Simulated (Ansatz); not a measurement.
FeB$_{2}$:
```xyz
3
Lattice="2.9795 0.0000 0.0000 -1.4898 2.5804 0.0000 0.0000 0.0000 3.1669" Properties=species:S:1:pos:R:3 pbc="T T T"
B      0.0000     1.7202     1.5835
B      1.4898     0.8601     1.5835
Fe     0.0000     0.0000     0.0000
```
Starting moments (μB, in the order of the atoms B B Fe): 0.1 0.1 3.0.

Relaxed with r²SCAN.

Which orbitals make up the states near the Fermi level in DFT-r²SCAN in the program Ansatz with PAW potentials?

Within 0.5 eV of the Fermi level: Fe 3d 69 %, B 2p 28 %. Projections are on Löwdin-orthogonalised atomic valence shells; empty p or d shells of many metals are not among them.

Tabulate the density of states.

States/eV per cell of 3 atoms, in 0.25 eV bins, energy from the Fermi level.

```
E (eV)  total  Fe 3d  B 2p  B 2s
------  -----  -----  ----  ----
-7.85    0.61   0.11  0.37  0.10
-7.60    0.64   0.13  0.39  0.09
-7.35    0.72   0.16  0.44  0.09
-7.10    0.75   0.17  0.46  0.08
-6.85    0.78   0.19  0.49  0.08
-6.60    0.92   0.26  0.55  0.07
-6.35    0.97   0.31  0.56  0.07
-6.10    1.17   0.43  0.64  0.06
-5.85    1.40   0.59  0.71  0.06
-5.60    1.68   0.84  0.74  0.05
-5.35    2.63   1.68  0.86  0.05
-5.10    2.19   1.33  0.79  0.04
-4.85    2.19   1.35  0.78  0.03
-4.60    1.81   1.12  0.64  0.03
-4.35    1.59   0.97  0.58  0.02
-4.10    1.30   0.74  0.52  0.02
-3.85    1.86   1.29  0.53  0.02
-3.60    2.60   1.91  0.64  0.02
-3.35    2.62   1.94  0.64  0.03
-3.10    1.98   1.43  0.51  0.03
-2.85    1.79   1.23  0.50  0.03
-2.60    1.23   0.75  0.43  0.03
-2.35    0.99   0.60  0.35  0.02
-2.10    0.93   0.58  0.31  0.03
-1.85    0.97   0.63  0.29  0.03
-1.60    1.02   0.66  0.30  0.04
-1.35    1.59   0.96  0.45  0.15
-1.10    0.94   0.55  0.32  0.06
-0.85    1.16   0.57  0.48  0.08
-0.60    1.10   0.51  0.52  0.05
-0.35    1.29   0.71  0.53  0.02
-0.10    1.04   0.79  0.21  0.01
0.15     0.93   0.74  0.17  0.01
0.40     0.79   0.60  0.16  0.01
0.65     1.12   0.89  0.19  0.01
0.90     1.91   1.56  0.28  0.02
1.15     2.61   2.18  0.33  0.03
1.40     2.05   1.60  0.36  0.03
1.65     1.29   0.81  0.39  0.05
1.90     1.33   0.79  0.43  0.06
2.15     1.23   0.71  0.41  0.07
2.40     1.14   0.65  0.36  0.07
2.65     1.06   0.58  0.35  0.07
2.90     0.52   0.20  0.24  0.02
3.15     0.52   0.18  0.26  0.01
3.40     0.59   0.19  0.30  0.01
3.65     0.50   0.14  0.28  0.01
3.90     0.46   0.12  0.27  0.01
4.15     0.45   0.11  0.26  0.01
4.40     0.43   0.09  0.26  0.01
4.65     0.43   0.08  0.27  0.01
```

Space group P6/mmm. The workflow started from an entry of the Crystallography Open Database (COD). Its standing as an ambient phase is unchecked. Symmetry was held in the r²SCAN relaxation; whether a distortion lowers the energy is not shown. Spin order of the final state: ferromagnetic, chosen from 5 collinear starts compared on coarse meshes (ties went to the first, and starts can fall back to one state), not a proven ground state. Other orbital occupations within this spin state were not tried. For itinerant 3d metals, meta-GGAs of the SCAN family and hybrids are commonly reported to give too large moments.

Potentials: the later of the program's two PAW sets.
